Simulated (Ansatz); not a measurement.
Geometry optimisation in Ansatz: input, command and trajectory.

```yaml
crystal:
  lattice:
    - [-1.7913567347, 1.7913567347, 4.0014721866]
    - [1.7913567347, -1.7913567347, 4.0014721866]
    - [1.7913567347, 1.7913567347, -4.0014721866]
  atoms:
    - { symbol: Si, position: [0.5, 0.5, 0.0] }
    - { symbol: Si, position: [0.25, 0.75, 0.5] }
    - { symbol: Si, position: [0.75, 0.25, 0.5] }
    - { symbol: B, position: [0.0, 0.0, 0.0] }
basis:
  ecutwfc: 420
kpoints:
  mp_grid: { grid: [6, 6, 6] }
hamiltonian:
  xc: pbe
scf:
  occupations: { method: gaussian, width: 0.1 }
  lower_state_search: "off"
output:
  forces: true
  stress: true
  eigenvalues: true
relax:
  adjacent_minimum: "off"
  f_tol: 0.04
  max_steps: 70
  cell: { stress_tol: 0.4 }
```

```bash
ansatz run input.yaml --threads 1 --pin off --max-ram 2560MiB --backend cpu --events-out ev --progress --plain --runs-dir out
```

Method: DFT PBE, scalar-relativistic, plane waves, PAW (Ansatz).

Of 8 frames 8 are shown, positions in Å and forces in eV/Å; the SCF threshold varies from step to step. Steps run on the plane waves of an earlier cell, with a Pulay correction in the pressure. The basis is chosen afresh for the last frame, the zero of the energies, and at times for earlier ones too; energy and pressure step there, also at an unchanged geometry. The mark taken_back stands on steps that the optimiser undid.

```xyz
4
Lattice="-1.7914 1.7914 4.0015 1.7914 -1.7914 4.0015 1.7914 1.7914 -4.0015" Properties=species:S:1:pos:R:3:forces:R:3 pbc="T T T" step=1 free_energy_over_end_meV_per_atom=86.53 pressure_GPa=-4.06
Si    0.0000    0.0000    4.0015    0.0000    0.0000    0.0000
Si    1.7914    0.0000    2.0007    0.0000    0.0000    0.0000
Si    0.0000    1.7914    2.0007    0.0000    0.0000    0.0000
B     0.0000    0.0000    0.0000    0.0000    0.0000    0.0000
4
Lattice="-1.7370 1.7370 4.1662 1.7370 -1.7370 4.1662 1.7370 1.7370 -4.1662" Properties=species:S:1:pos:R:3:forces:R:3 pbc="T T T" step=2 free_energy_over_end_meV_per_atom=12.82 pressure_GPa=-2.14
Si    0.0000    0.0000    4.1662    0.0000    0.0000    0.0000
Si    1.7370    0.0000    2.0831    0.0000    0.0000    0.0000
Si    0.0000    1.7370    2.0831    0.0000    0.0000    0.0000
B     0.0000    0.0000    0.0000    0.0000    0.0000    0.0000
4
Lattice="-1.6781 1.6781 4.3563 1.6781 -1.6781 4.3563 1.6781 1.6781 -4.3563" Properties=species:S:1:pos:R:3:forces:R:3 pbc="T T T" step=3 free_energy_over_end_meV_per_atom=9.16 pressure_GPa=2.40
Si    0.0000    0.0000    4.3563    0.0000    0.0000    0.0000
Si    1.6781    0.0000    2.1782    0.0000    0.0000    0.0000
Si    0.0000    1.6781    2.1782    0.0000    0.0000    0.0000
B     0.0000    0.0000    0.0000    0.0000    0.0000    0.0000
4
Lattice="-1.7055 1.7055 4.3308 1.7055 -1.7055 4.3308 1.7055 1.7055 -4.3308" Properties=species:S:1:pos:R:3:forces:R:3 pbc="T T T" step=4 free_energy_over_end_meV_per_atom=1.94 pressure_GPa=-1.21
Si    0.0000    0.0000    4.3308    0.0000    0.0000    0.0000
Si    1.7055    0.0000    2.1654    0.0000    0.0000    0.0000
Si    0.0000    1.7055    2.1654    0.0000    0.0000    0.0000
B     0.0000    0.0000    0.0000    0.0000    0.0000    0.0000
4
Lattice="-1.7196 1.7196 4.1983 1.7196 -1.7196 4.1983 1.7196 1.7196 -4.1983" Properties=species:S:1:pos:R:3:forces:R:3 pbc="T T T" step=5 free_energy_over_end_meV_per_atom=3.47 pressure_GPa=-0.69 taken_back
Si    0.0000    0.0000    4.1983    0.0000    0.0000    0.0000
Si    1.7196    0.0000    2.0991    0.0000    0.0000    0.0000
Si    0.0000    1.7196    2.0991    0.0000    0.0000    0.0000
B     0.0000    0.0000    0.0000    0.0000    0.0000    0.0000
4
Lattice="-1.7070 1.7070 4.2976 1.7070 -1.7070 4.2976 1.7070 1.7070 -4.2976" Properties=species:S:1:pos:R:3:forces:R:3 pbc="T T T" step=6 free_energy_over_end_meV_per_atom=0.58 pressure_GPa=-0.82
Si    0.0000    0.0000    4.2976    0.0000    0.0000    0.0000
Si    1.7070    0.0000    2.1488    0.0000    0.0000    0.0000
Si    0.0000    1.7070    2.1488    0.0000    0.0000    0.0000
B     0.0000    0.0000    0.0000    0.0000    0.0000    0.0000
4
Lattice="-1.7045 1.7045 4.2721 1.7045 -1.7045 4.2721 1.7045 1.7045 -4.2721" Properties=species:S:1:pos:R:3:forces:R:3 pbc="T T T" step=7 free_energy_over_end_meV_per_atom=0.11 pressure_GPa=-0.01
Si    0.0000    0.0000    4.2721    0.0000    0.0000    0.0000
Si    1.7045    0.0000    2.1361    0.0000    0.0000    0.0000
Si    0.0000    1.7045    2.1361    0.0000    0.0000    0.0000
B     0.0000    0.0000    0.0000    0.0000    0.0000    0.0000
4
Lattice="-1.7045 1.7045 4.2721 1.7045 -1.7045 4.2721 1.7045 1.7045 -4.2721" Properties=species:S:1:pos:R:3:forces:R:3 pbc="T T T" step=8 free_energy_over_end_meV_per_atom=0.00 pressure_GPa=0.00
Si    0.0000    0.0000    4.2721    0.0000    0.0000    0.0000
Si    1.7045    0.0000    2.1361    0.0000    0.0000    0.0000
Si    0.0000    1.7045    2.1361    0.0000    0.0000    0.0000
B     0.0000    0.0000    0.0000    0.0000    0.0000    0.0000
```

The start puts this composition into another compound's structure type, which needn't suit it. At the end the space group is I4/mmm (tolerance 0.05 Å).

Time: 24 s on 1 thread of Arm Neoverse N1, on a shared host, peak memory 0.33 GiB.

The k mesh is coarse.